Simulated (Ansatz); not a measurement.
Data:

LaLuO3:
```cif
data_LaLuO3
_chemical_formula_sum 'La1 Lu1 O3'
_space_group_name_H-M_alt 'P 1'
_space_group_IT_number 1
_cell_length_a 4.19302
_cell_length_b 4.19302
_cell_length_c 4.19302
_cell_angle_alpha 90.000
_cell_angle_beta 90.000
_cell_angle_gamma 90.000
loop_
_space_group_symop_operation_xyz
  'x, y, z'
loop_
_atom_site_label
_atom_site_type_symbol
_atom_site_fract_x
_atom_site_fract_y
_atom_site_fract_z
_atom_site_occupancy
La1 La 0.00000 0.00000 0.00000 1
Lu1 Lu 0.50000 0.50000 0.50000 1
O1 O 0.00000 0.50000 0.50000 1
O2 O 0.50000 0.50000 0.00000 1
O3 O 0.50000 0.00000 0.50000 1
```

This is the PBEsol-relaxed structure.

### Question
All from the program Ansatz at the PBEsol level (PAW), unless another level is named. Predict the Debye temperature from the elastic constants.

### Answer
418 K.

### Question
And the highest zone-centre frequency (without LO–TO term)?

### Answer
648 cm⁻¹.

### Question
And the elastic constants (relaxed ions, GPa)?

### Answer
C11 = 347, C12 = 51.3, C44 = 49.0.

Space group Pm-3m (cubic perovskite). A made-up cell: these elements were put on the sites of a structure type; neither database checked (COD, Materials Project) lists it. Whether it is the stable phase at ambient conditions was not checked. The PBEsol relaxation kept the symmetry of its start. At this level the phase is dynamically unstable (imaginary phonons). Spin–orbit coupling is left out wherever it is not named.

Potentials: the earlier of the program's two PAW sets. The files were generated under PBE; for other functionals the program regenerates the frozen cores, and for LDA and PBEsol the local potential too.
